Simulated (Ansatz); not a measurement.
CsPbBr₃:
```
CELL_PARAMETERS angstrom
      5.99878     0.00000     0.00000
      0.00000     5.99878     0.00000
      0.00000     0.00000     5.99878
ATOMIC_POSITIONS crystal
  Cs 0.00000 0.00000 0.00000
  Pb 0.50000 0.50000 0.50000
  Br 0.50000 0.50000 0.00000
  Br 0.00000 0.50000 0.50000
  Br 0.50000 0.00000 0.50000
```

Relaxed with PBE.

Tabulate the valence density and the electron localisation function along the shortest Pb–Br contact (3.00 Å), PBE in the plane-wave PAW code Ansatz.



```
distance from Pb (Å)  density (e/Å³)   ELF
--------------------  --------------  ----
0.30                            7.41  0.01
0.45                            5.20  0.07
0.60                            3.31  0.24
0.75                            1.90  0.39
0.90                            1.01  0.44
1.05                            0.55  0.37
1.20                            0.33  0.27
1.35                            0.24  0.20
1.50                            0.22  0.24
1.65                            0.26  0.41
1.80                            0.36  0.64
1.95                            0.54  0.79
2.10                            0.80  0.85
2.25                            1.06  0.82
2.40                            1.14  0.61
2.55                            0.90  0.20
2.70                            0.48  0.01
```

The density is the valence pseudo-density with augmentation charge, so density and ELF within about 1 Å of a nucleus are not all-electron values.

Space group Pm-3m (cubic perovskite). This is a known high-temperature phase of the composition, computed here at zero pressure and temperature. The PBE relaxation kept the symmetry of its start; of distortions, only those at the zone centre were tested. Scalar-relativistic: spin–orbit coupling is off unless named, which matters more the heavier the elements.

Potentials: the later of the program's two PAW sets.
